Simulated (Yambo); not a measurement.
Yambo input for LiCl (rock salt, space group Fm-3m, No. 225) under isotropic strain of -1.5 % on all lattice vectors (a = 3.526 Å, b = 3.526 Å, c = 3.526 Å, α = 60.00°, β = 60.00°, γ = 60.00°), on PBEsol (Quantum ESPRESSO, PseudoDojo norm-conserving, 74 Ry, scalar-relativistic) wavefunctions on a 18×18×18 mesh:

```
optics
chi
dipoles
kernel
FFTGvecs= 40 Ry
Chimod= "HARTREE"
NGsBlkXd= 4 Ry
% QpntsRXd
 1 | 1 |
%
% BndsRnXd
 2 | 22 |
%
GrFnTpXd= "R"
% EnRngeXd
 0.0 | 20.0 | eV
%
% DmRngeXd
 0.2 | 0.2 | eV
%
CGrdSpXd= 50
ETStpsXd= 161
% LongDrXd
 1.0 | 0.0 | 0.0 |
%
% XfnQP_E
 2.887 | 1.0 | 1.0 |
%
```

First lines of the file o-*.eps_q1_inv_rpa_dyson:

```
Absorption @ Q(1):   1.00000000     0.00000000     0.00000000    [q->0 direction]
#
# [ X ] Hartree size     :   51
# [GEN] GF Energies     : Perdew, Burke & Ernzerhof SOL(X)+Perdew, Burke & Ernzerhof SOL(C)+ user defined corrections @E
# [GEN] Green`s Function     : Retarded
#
# [GEN] Gauge     : Length
# [GEN] [r,Vnl] included     : yes
#
#    E[1] [eV]     Im(eps)     Re(eps)     Im(eps_o)     Re(eps_o)
#
     0.000000     -0.31060E-09     2.533050     0.61154E-18     2.902298
     0.125000     0.430695E-3     2.533185     0.574262E-3     2.902478
     0.250000     0.861923E-3     2.533588     0.001149     2.903016
     0.375000     0.001294     2.534261     0.001726     2.903913
     0.500000     0.001728     2.535205     0.002304     2.905171
     0.625000     0.002164     2.536420     0.002886     2.906791
     0.750000     0.002603     2.537908     0.003471     2.908775
     0.875000     0.003045     2.539670     0.004060     2.911126
     1.000000     0.003491     2.541710     0.004655     2.913846
     1.125000     0.003941     2.544030     0.005256     2.916939
     1.250000     0.004396     2.546632     0.005863     2.920410
     1.375000     0.004857     2.549521     0.006478     2.924262
     1.500000     0.005324     2.552699     0.007102     2.928500
     1.625000     0.005799     2.556170     0.007735     2.933131
     1.750000     0.006280     2.559940     0.008378     2.938160
     1.875000     0.006770     2.564014     0.009032     2.943593
     2.000000     0.007270     2.568396     0.009699     2.949439
     2.125000     0.007779     2.573092     0.010379     2.955705
     2.250000     0.008299     2.578110     0.011073     2.962400
     2.375000     0.008830     2.583455     0.011783     2.969533
     2.500000     0.009374     2.589136     0.012509     2.977114
     2.625000     0.009931     2.595161     0.013254     2.985154
     2.750000     0.010503     2.601537     0.014018     2.993665
     2.875000     0.011090     2.608276     0.014803     3.002659
     3.000000     0.011694     2.615385     0.015611     3.012150
     3.125000     0.012315     2.622877     0.016442     3.022152
     3.250000     0.012957     2.630763     0.017300     3.032681
     3.375000     0.013618     2.639055     0.018185     3.043753
     3.500000     0.014302     2.647767     0.019099     3.055386
     3.625000     0.015010     2.656912     0.020046     3.067600
     3.750000     0.015743     2.666507     0.021027     3.080414
     3.875000     0.016503     2.676567     0.022044     3.093852
     4.000000     0.017293     2.687111     0.023101     3.107936
```
(The file goes on to the top of the energy range.) Convergence of the RPA response with its 18×18×18 mesh was not tested. The scissor comes from a G0W0 run whose convergence isn't established.

Geometry strained from the cell relaxed with PBEsol, atoms relaxed again.
